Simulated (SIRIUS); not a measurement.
Set-up for a self-consistent single point of Nb2Co3Ge (P6_3/mmc, 12 atoms in the cell; from Materials Project mp-1220720).

```
CELL_PARAMETERS angstrom
      4.86546     0.00000     0.00000
     -2.43273     4.21361     0.00000
      0.00000     0.00000     7.62014
ATOMIC_POSITIONS crystal
  Nb 0.66667 0.33333 0.93859
  Nb 0.33333 0.66667 0.06141
  Nb 0.33333 0.66667 0.43859
  Nb 0.66667 0.33333 0.56141
  Co 0.17174 0.34348 0.75000
  Co 0.82826 0.65652 0.25000
  Co 0.82826 0.17174 0.25000
  Co 0.17174 0.82826 0.75000
  Co 0.65652 0.82826 0.75000
  Co 0.34348 0.17174 0.25000
  Ge 0.00000 0.00000 0.00000
  Ge 0.00000 0.00000 0.50000
```

Computed with LDA (PW92), GBRV LDA ultrasoft pseudopotentials (plane waves; SIRIUS).

SIRIUS settings:

- parameters.ngridk = 3 3 2
- parameters.xc_functionals = [XC_LDA_X, XC_LDA_C_PW]
- parameters.gk_cutoff = 6.325 1/bohr
- parameters.pw_cutoff = 14.143 1/bohr
- parameters.smearing = fermi_dirac
- parameters.smearing_width = 0.00367493 Ha
- potentials = GBRV LDA ultrasoft pseudopotentials
- parameters.electronic_structure_method = pseudopotential
- parameters.num_bands = 109
- parameters.num_mag_dims = 0
- parameters.num_dft_iter = 100
- parameters.energy_tol = 1e-07 Ha
- parameters.density_tol = 1e-06
- mixer.type = anderson
- mixer.beta = 0.5
- mixer.use_hartree = true

Results:

```
Item                                                       Value
------------------------------------------------  --------------
Number of valence electrons                                  182
Number of bands                                              109
Number of k-points after the program's reduction               6
Number of plane waves (most at a k-point)                   4553
Number of SCF iterations                                      17
FFT grid                                            45 × 45 × 72
Free energy E − TS                                -36586.4549 eV
Fermi level (on the code's own zero)                    18.77 eV
Pressure                                              -10.51 GPa
Largest force (vector length)                         0.237 eV/Å
```

Forces (eV/Å):
| atom | Fx | Fy | Fz |
|---|---|---|---|
| Nb1 | 0.000 | 0.000 | 0.237 |
| Nb2 | 0.000 | 0.000 | -0.237 |
| Nb3 | 0.000 | 0.000 | 0.237 |
| Nb4 | 0.000 | 0.000 | -0.237 |
| Co5 | 0.000 | 0.130 | 0.000 |
| Co6 | 0.000 | -0.130 | 0.000 |
| Co7 | -0.113 | 0.065 | 0.000 |
| Co8 | 0.113 | -0.065 | 0.000 |
| Co9 | -0.113 | -0.065 | 0.000 |
| Co10 | 0.113 | 0.065 | 0.000 |
| Ge11 | 0.000 | 0.000 | 0.000 |
| Ge12 | 0.000 | 0.000 | 0.000 |

Stress (GPa, positive for compression):
```
 -9.53    0.00    0.00
  0.00   -9.53    0.00
  0.00    0.00  -12.47
```

For comparison: a first run (DFT, PBEsol, plane waves, GBRV PBEsol ultrasoft pseudopotentials) was changed to give this one (parameters.xc_functionals: [XC_GGA_X_PBE_SOL, XC_GGA_C_PBE_SOL] → [XC_LDA_X, XC_LDA_C_PW]; pseudopotentials: GBRV PBEsol ultrasoft pseudopotentials → GBRV LDA ultrasoft pseudopotentials), and from it to this one the pressure goes from -4.63 to -10.51 GPa and the largest force goes from 0.202 to 0.237 eV/Å.

The run has no spin polarisation, so moments on Co cannot form. The structure comes from a collection of computed structures, made at another level of theory; the collection holds predicted forms beside known ones. No clean gap shows at this smearing width and mesh (spacing up to 0.50 Å⁻¹); the mesh is coarse for partly filled bands, so the values carry mesh errors.

Cost on one core: about 2.0 core-minutes (a rough figure).
